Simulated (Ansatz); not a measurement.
Relaxed-ion elastic tensor of Ge in space group I4_132 (No. 214; Ge on 8a) in GPa (Voigt order), DFT-PBEsol in the program Ansatz with PAW potentials; density 3.06 g/cm³, 39.35 Å³ per atom.

```
22.4  27.6  27.6   0.0   0.0   0.0
27.6  22.4  27.6   0.0   0.0   0.0
27.6  27.6  22.4   0.0   0.0   0.0
 0.0   0.0   0.0  -5.0   0.0   0.0
 0.0   0.0   0.0   0.0  -5.0   0.0
 0.0   0.0   0.0   0.0   0.0  -5.0
```

Is the crystal mechanically stable?

No: the smallest eigenvalue of C is -5.2 GPa.

The start of the workflow was typed in or built on a structure type; neither database checked (COD, Materials Project) lists it. It is not the phase usual at ambient conditions (space group No. 227). Symmetry was held in the PBEsol relaxation. At this level the phase is mechanically unstable. The volume moved by 44 % from the start of the relaxation. As this level gives no gap, shear constants depend on the k-mesh and smearing (Fermi–Dirac, 0.1 eV here).

Potentials: the later of the program's two PAW sets.
